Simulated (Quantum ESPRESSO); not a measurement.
## TaHfWO7F (one run as intended and one with a planted mistake)

A calculation, not a measurement. The program is pw.x of Quantum ESPRESSO 7.5 (plane-wave density functional theory). The cell is made up: 11 atoms on a rutile lattice with one site empty, with randomly drawn elements, strain and displacements, not relaxed. PseudoDojo standard norm-conserving files (v0.5 for PBE, v0.4.1 for LDA and PBEsol) set the functional; there is no spin polarisation, spin-orbit coupling or dispersion term, and the masses in the input are unused placeholders.

The hafnium pseudopotential is less sure than the others, with forces about 3 percent (worst 6) and pressure in oxides about 1.5 GPa (worst 2.7) from a second method in checks, which no rerun with the same files tests.

Intended input:

```
&control calculation='scf', pseudo_dir='./dojo.nc.sr.pbe.v0_5.standard.upf', outdir='./o', disk_io='medium', tprnfor=.true., tstress=.true. /
&system ibrav=0, nat=11, ntyp=5, nbnd=50, ecutwfc=84.00895049, nosym=.true., tot_charge=0,
 occupations='smearing', smearing='fd', degauss=0.0018374661
/
&electrons conv_thr=7.350e-09, electron_maxstep=60, /
ATOMIC_SPECIES
F 1.0 F.upf
Hf 1.0 Hf.upf
O 1.0 O.upf
Ta 1.0 Ta.upf
W 1.0 W.upf
CELL_PARAMETERS angstrom
4.9175 0.0293 -0.0146
0.0293 5.017 -0.0397
-0.0194 -0.0526 6.5072
ATOMIC_POSITIONS angstrom
Ta 0.0199 0.0012 0.0175
Hf 2.3898 2.5269 1.6104
W 2.4344 2.4924 4.8956
O 1.5118 1.6061 -0.0412
F 3.4085 3.4824 -0.0546
O 3.935 1.0028 1.5536
O 0.9691 4.0792 1.6255
O 1.4745 1.5075 3.1917
O 3.4157 3.49 3.2095
O 3.9179 0.915 4.9011
O 0.9735 4.0039 4.7926
K_POINTS automatic
5 4 4 1 1 1
```

The log is shortened where brackets say so; the opening notice, blank lines, dates and the lines on written files are dropped, and the path of the files is cut. It prints rydbergs, bohrs and kilobars, and counts compression as positive stress. Where no state is partly filled, the Fermi energy that it prints is only some level between the filled and the empty states on the mesh, and need not lie in the true gap.

Log of the intended run:

```
     Program PWSCF v.7.5
     Parallel version (MPI & OpenMP), running on       1 processor cores
     Number of MPI processes:                 1
     Threads/MPI process:                     1
     [start-up lines left out]
     bravais-lattice index     =            0
     lattice parameter (alat)  =       9.2929  a.u.
     unit-cell volume          =    1083.2598 (a.u.)^3
     number of atoms/cell      =           11
     number of atomic types    =            5
     number of electrons       =        88.00
     number of Kohn-Sham states=           50
     kinetic-energy cutoff     =      84.0090  Ry
     charge density cutoff     =     336.0358  Ry
     scf convergence threshold =      7.3E-09
     mixing beta               =       0.7000
     number of iterations used =            8  plain     mixing
     Exchange-correlation= PBE
                           (   1   4   3   4   0   0   0)
     [axes and pseudopotential details left out]
   Cartesian axes
     site n.     atom                  positions (alat units)
         1        Ta     tau(   1) = (   0.0040467   0.0002440   0.0035586  )
         2        Hf     tau(   2) = (   0.4859679   0.5138473   0.3274762  )
         3        W      tau(   3) = (   0.4950373   0.5068317   0.9955245  )
         4        O      tau(   4) = (   0.3074258   0.3266018  -0.0083781  )
         5        F      tau(   5) = (   0.6931214   0.7081490  -0.0111030  )
         6        O      tau(   6) = (   0.8001856   0.2039202   0.3159259  )
         7        O      tau(   7) = (   0.1970673   0.8295088   0.3305468  )
         8        O      tau(   8) = (   0.2998408   0.3065514   0.6490349  )
         9        O      tau(   9) = (   0.6945855   0.7096945   0.6526546  )
        10        O      tau(  10) = (   0.7967083   0.1860660   0.9966429  )
        11        O      tau(  11) = (   0.1979621   0.8141965   0.9745793  )
     number of k points=    40  Fermi-Dirac smearing, width (Ry)=  0.0018
                       cart. coord. in units 2pi/alat
        k(    1) = (   0.0995554   0.1226999   0.0957534), wk =   0.0500000
        k(    2) = (   0.1001075   0.1241918   0.2846966), wk =   0.0500000
     [further k points left out]
     Dense  grid:   112681 G-vectors     FFT dimensions: (  60,  60,  72)
     Estimated max dynamical RAM per process >     193.39 MB
     Initial potential from superposition of free atoms
     starting charge      87.9967, renormalised to      88.0000
     Starting wfcs are   62 randomized atomic wfcs
     total cpu time spent up to now is       27.5 secs
     per-process dynamical memory:   117.0 Mb
     Self-consistent Calculation
     iteration #  1     ecut=    84.01 Ry     beta= 0.70
     Davidson diagonalization with overlap
     ethr =  1.00E-02,  avg # of iterations =  2.0
     total cpu time spent up to now is       87.2 secs
     total energy              =    -671.62430683 Ry
     estimated scf accuracy    <       7.10149367 Ry
     iteration #  2     ecut=    84.01 Ry     beta= 0.70
     Davidson diagonalization with overlap
     ethr =  8.07E-03,  avg # of iterations =  6.6
     total cpu time spent up to now is      202.2 secs
     total energy              =    -665.79151355 Ry
     estimated scf accuracy    <      92.11924402 Ry
     [iterations 3 to 19 left out]
     iteration # 20     ecut=    84.01 Ry     beta= 0.70
     Davidson diagonalization with overlap
     ethr =  4.54E-11,  avg # of iterations =  2.0
     total cpu time spent up to now is     1303.7 secs
     total energy              =    -675.90824305 Ry
     estimated scf accuracy    <       0.00000001 Ry
     iteration # 21     ecut=    84.01 Ry     beta= 0.70
     Davidson diagonalization with overlap
     ethr =  1.24E-11,  avg # of iterations =  2.0
     total cpu time spent up to now is     1359.2 secs
     End of self-consistent calculation
     [lines on levels left out]
     the Fermi energy is     6.5316 ev
!    total energy              =    -675.90824305 Ry
     estimated scf accuracy    <          2.2E-09 Ry
     smearing contrib. (-TS)   =      -0.00000000 Ry
     internal energy E=F+TS    =    -675.90824305 Ry
     The total energy is F=E-TS. E is the sum of the following terms:
     one-electron contribution =    -261.50242916 Ry
     hartree contribution      =     165.09312931 Ry
     xc contribution           =    -159.09783512 Ry
     ewald contribution        =    -420.40110807 Ry
     convergence has been achieved in  21 iterations
     Forces acting on atoms (cartesian axes, Ry/au):
     atom    1 type  4   force =     0.03752536    0.10265097    0.09882495
     atom    2 type  2   force =    -0.01787599   -0.03130116    0.23460888
     atom    3 type  5   force =    -0.07348488   -0.06540423   -0.41527634
     atom    4 type  3   force =    -0.01414410   -0.01791023   -0.07268172
     atom    5 type  1   force =     0.03825960    0.03314121   -0.00873649
     atom    6 type  3   force =     0.01918104   -0.01936020   -0.16150877
     atom    7 type  3   force =    -0.01004860    0.00215151   -0.16902191
     atom    8 type  3   force =     0.09783208    0.10498693    0.12017055
     atom    9 type  3   force =    -0.09154566   -0.10266859    0.12160936
     atom   10 type  3   force =    -0.06327791    0.07646826    0.11678750
     atom   11 type  3   force =     0.07757905   -0.08275449    0.13522398
     Total force =     0.668966     Total SCF correction =     0.000131
     Computing stress (Cartesian axis) and pressure
          total   stress  (Ry/bohr**3)                   (kbar)     P=     -244.36
  -0.00125906   0.00066692   0.00009817         -185.21       98.11       14.44
   0.00066692  -0.00146868   0.00015888           98.11     -216.05       23.37
   0.00009817   0.00015888  -0.00225570           14.44       23.37     -331.83
     init_run     :     26.03s CPU     27.27s WALL (       1 calls)
     electrons    :   1290.69s CPU   1331.70s WALL (       1 calls)
     forces       :     10.62s CPU     10.75s WALL (       1 calls)
     stress       :     39.18s CPU     40.77s WALL (       1 calls)
     [timing details left out]
     PWSCF        :  22m46.91s CPU  23m31.30s WALL
     JOB DONE.
```

A second run has one planted mistake: the smearing is too wide. The input lines that differ, file-writing options aside:

```
- &system ibrav=0, nat=11, ntyp=5, nbnd=50, ecutwfc=84.00895049, nosym=.true., tot_charge=0,
+ &system ibrav=0, nat=11, ntyp=5, nbnd=68, ecutwfc=84.00895049, nosym=.true., tot_charge=0,
-  occupations='smearing', smearing='fd', degauss=0.0018374661
+  occupations='smearing', smearing='fd', degauss=0.0477741188
```

Its log:

```
     Program PWSCF v.7.5
     Parallel version (MPI & OpenMP), running on       4 processor cores
     Number of MPI processes:                 4
     Threads/MPI process:                     1
     [start-up lines left out]
     bravais-lattice index     =            0
     lattice parameter (alat)  =       9.2929  a.u.
     unit-cell volume          =    1083.2598 (a.u.)^3
     number of atoms/cell      =           11
     number of atomic types    =            5
     number of electrons       =        88.00
     number of Kohn-Sham states=           68
     kinetic-energy cutoff     =      84.0090  Ry
     charge density cutoff     =     336.0358  Ry
     scf convergence threshold =      7.3E-09
     mixing beta               =       0.7000
     number of iterations used =            8  plain     mixing
     Exchange-correlation= PBE
                           (   1   4   3   4   0   0   0)
     [axes and pseudopotential details left out]
   Cartesian axes
     site n.     atom                  positions (alat units)
         1        Ta     tau(   1) = (   0.0040467   0.0002440   0.0035586  )
         2        Hf     tau(   2) = (   0.4859679   0.5138473   0.3274762  )
         3        W      tau(   3) = (   0.4950373   0.5068317   0.9955245  )
         4        O      tau(   4) = (   0.3074258   0.3266018  -0.0083781  )
         5        F      tau(   5) = (   0.6931214   0.7081490  -0.0111030  )
         6        O      tau(   6) = (   0.8001856   0.2039202   0.3159259  )
         7        O      tau(   7) = (   0.1970673   0.8295088   0.3305468  )
         8        O      tau(   8) = (   0.2998408   0.3065514   0.6490349  )
         9        O      tau(   9) = (   0.6945855   0.7096945   0.6526546  )
        10        O      tau(  10) = (   0.7967083   0.1860660   0.9966429  )
        11        O      tau(  11) = (   0.1979621   0.8141965   0.9745793  )
     number of k points=    40  Fermi-Dirac smearing, width (Ry)=  0.0478
                       cart. coord. in units 2pi/alat
        k(    1) = (   0.0995554   0.1226999   0.0957534), wk =   0.0500000
        k(    2) = (   0.1001075   0.1241918   0.2846966), wk =   0.0500000
     [further k points left out]
     Dense  grid:   112681 G-vectors     FFT dimensions: (  60,  60,  72)
     Estimated max dynamical RAM per process >     359.32 MB
     Estimated total dynamical RAM >       1.32 GB
     Initial potential from superposition of free atoms
     starting charge      87.9967, renormalised to      88.0000
     Starting wfcs are   62 randomized atomic wfcs +    6 random wfcs
     total cpu time spent up to now is        7.7 secs
     per-process dynamical memory:   269.1 Mb
     Self-consistent Calculation
     iteration #  1     ecut=    84.01 Ry     beta= 0.70
     Davidson diagonalization with overlap
     ethr =  1.00E-02,  avg # of iterations =  7.1
     total cpu time spent up to now is       27.2 secs
     total energy              =    -671.96806383 Ry
     estimated scf accuracy    <       6.71090001 Ry
     iteration #  2     ecut=    84.01 Ry     beta= 0.70
     Davidson diagonalization with overlap
     ethr =  7.63E-03,  avg # of iterations =  2.9
     total cpu time spent up to now is       46.9 secs
     total energy              =    -666.15182785 Ry
     estimated scf accuracy    <      89.90658818 Ry
     [iterations 3 to 18 left out]
     iteration # 19     ecut=    84.01 Ry     beta= 0.70
     Davidson diagonalization with overlap
     ethr =  7.54E-11,  avg # of iterations =  1.0
     total cpu time spent up to now is      301.6 secs
     total energy              =    -676.07161151 Ry
     estimated scf accuracy    <       0.00000002 Ry
     iteration # 20     ecut=    84.01 Ry     beta= 0.70
     Davidson diagonalization with overlap
     ethr =  1.97E-11,  avg # of iterations =  1.0
     total cpu time spent up to now is      315.2 secs
     End of self-consistent calculation
     [lines on levels left out]
     the Fermi energy is     6.9390 ev
!    total energy              =    -676.07161151 Ry
     estimated scf accuracy    <          2.2E-09 Ry
     smearing contrib. (-TS)   =      -0.41256196 Ry
     internal energy E=F+TS    =    -675.65904954 Ry
     The total energy is F=E-TS. E is the sum of the following terms:
     one-electron contribution =    -261.86569542 Ry
     hartree contribution      =     165.77219128 Ry
     xc contribution           =    -159.16443733 Ry
     ewald contribution        =    -420.40110807 Ry
     convergence has been achieved in  20 iterations
     Forces acting on atoms (cartesian axes, Ry/au):
     atom    1 type  4   force =     0.04520551    0.09211130    0.03347302
     atom    2 type  2   force =    -0.01928927   -0.03156290    0.19979352
     atom    3 type  5   force =    -0.06510340   -0.05748104   -0.29994154
     atom    4 type  3   force =    -0.02665623   -0.03071235   -0.04477309
     atom    5 type  1   force =     0.04137492    0.03690533    0.00438748
     atom    6 type  3   force =     0.01015819   -0.01015494   -0.12875064
     atom    7 type  3   force =    -0.00595857   -0.00105360   -0.13833365
     atom    8 type  3   force =     0.08218064    0.08921799    0.07110658
     atom    9 type  3   force =    -0.07258466   -0.08106303    0.06997447
     atom   10 type  3   force =    -0.04651028    0.05604009    0.10876862
     atom   11 type  3   force =     0.05718316   -0.06224685    0.12429524
     Total force =     0.519021     Total SCF correction =     0.000083
     Computing stress (Cartesian axis) and pressure
          total   stress  (Ry/bohr**3)                   (kbar)     P=     -194.37
  -0.00101987   0.00054282   0.00007891         -150.03       79.85       11.61
   0.00054282  -0.00119880   0.00012532           79.85     -176.35       18.44
   0.00007891   0.00012532  -0.00174518           11.61       18.44     -256.73
     init_run     :      7.14s CPU      7.40s WALL (       1 calls)
     electrons    :    300.94s CPU    307.54s WALL (       1 calls)
     forces       :      3.04s CPU      3.09s WALL (       1 calls)
     stress       :      9.94s CPU     10.16s WALL (       1 calls)
     [timing details left out]
     PWSCF        :   5m21.42s CPU   5m28.68s WALL
     JOB DONE.
```

|  | intended run | run with the mistake |
| --- | --- | --- |
| free energy (eV) | -9196.200 | -9198.423 |
| smearing term -TS (eV) | 0.0000 | -5.6132 |
| pressure (GPa) | -24.44 | -19.44 |
| largest force component (eV/Å) | 10.677 | 7.712 |
| largest change of a force component (eV/Å) |  | 2.965 |
| iterations | 21 | 20 |

For scale, a rerun of the intended cell at a cutoff of 1437 eV and k mesh 7 x 6 x 6 moved values by no more than 0.005 eV in energy, 0.03 GPa in stress and 0.003 eV/Å in force. The number of bands, nbnd, was set by rule from the electron count and the smearing, so it follows the mistake.